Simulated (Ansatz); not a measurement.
Run times of several calculations on SiO2

Cell: 12 atoms, space group P4_12_12, a = 4.964 Å, b = 4.964 Å, c = 6.920 Å, α = 90.00°, β = 90.00°, γ = 90.00°.

All runs are DFT with Ansatz 0.2.0 on 1 thread of AMD EPYC 9R14 (Zen 4) (x86_64; 16 cores open to the job, memory cap 3.0 GiB, no GPU), a shared host.

(1) Rank the runs by wall time, shortest first.
A. single point at relaxed positions, r2SCAN, gradients read without the response of the cores, 500 eV, 5×5×4 k-points, smearing 0.02 eV
B. relaxation of the ions, PBE, gradients read without the response of the cores, 420 eV, 5×5×4 k-points, smearing 0.02 eV
C. single point, PBE, gradients read without the response of the cores, 420 eV, 5×5×4 k-points, smearing 0.02 eV

Results:

(1) C (8.1 s, 0.44 GiB), A (18 s, 0.76 GiB), B (29 s, 0.48 GiB).
